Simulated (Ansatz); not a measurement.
A trial cell of InAs was relaxed with r2SCAN (plane waves to 500 eV, PAW, scalar-relativistic; Ansatz, a quantum-chemistry and plane-wave program).

Before: R3m, hexagonal axes (No. 160), hR2; a = b = 4.4849 Å, c = 10.0552 Å, α = β = 90.00°, γ = 120.00°.

After relaxation:

Simulated powder pattern, Co Kα, λ = 1.79026 Å (kinematic, ideal powder, no thermal factors, no anomalous dispersion; the 24 strongest lines at most, above 1 %, up to 2θ = 90°):

| 2θ (°) | I/Imax (%) |
|---|---|
| 29.40 | 100 |
| 34.08 | 4.0 |
| 48.97 | 72 |
| 58.15 | 45 |
| 61.01 | 1.0 |
| 71.76 | 12 |
| 79.39 | 18 |
| 81.88 | 1.3 |

Problem. Identify the relaxed structure from its pattern: crystal system, space group and cell.

Solution. Cubic, F-43m (No. 216), cF8, zinc blende type; a = 6.1089 Å, b = 6.1089 Å, c = 6.1089 Å, α = 90.00°, β = 90.00°, γ = 90.00°. Sites: As 4b (0.500, 0.500, 0.500); In 4d (0.750, 0.750, 0.750).

Problem. Index the strongest lines.

Solution. 29.40° (111), 48.97° (220), 58.15° (311), 71.76° (400), 79.39° (331).

No spin polarisation in the result.

The run could not lose the symmetry of its start.
